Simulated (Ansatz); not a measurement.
InSb (NiAs type, P6_3/mmc), the program Ansatz at the PBEsol level (PAW), all energies at zero smearing, with the estimated change up to a 700 eV cutoff added, with one set of potentials and settings (totals compare only within such a set). Cell of 4 atoms (2 In, 2 Sb): -23866.868 eV.

```
element              reference phase  E (eV/atom)
-------  ---------------------------  -----------
In       I4/mmm, 1 atoms in the cell   -5525.4106
Sb         R-3m, 2 atoms in the cell   -6408.0873
```

Formation energy per atom, worked out: (-23866.868 − 2×(-5525.4106) − 2×(-6408.0873))/4 = 0.032 eV/atom (3 kJ per mol of atoms), at 0 K, without zero-point energy or fitted corrections.

The start of the workflow was typed in or built on a structure type; neither database checked (COD, Materials Project) lists it. It is not the phase usual at ambient conditions (space group No. 216). The cell was relaxed with PBEsol under the symmetry of its start; of distortions, only those at the zone centre were tested. The references are the lowest solids computed at this level, not always the standard phases. Spin–orbit coupling is left out wherever it is not named.

Potentials: the later of the program's two PAW sets.
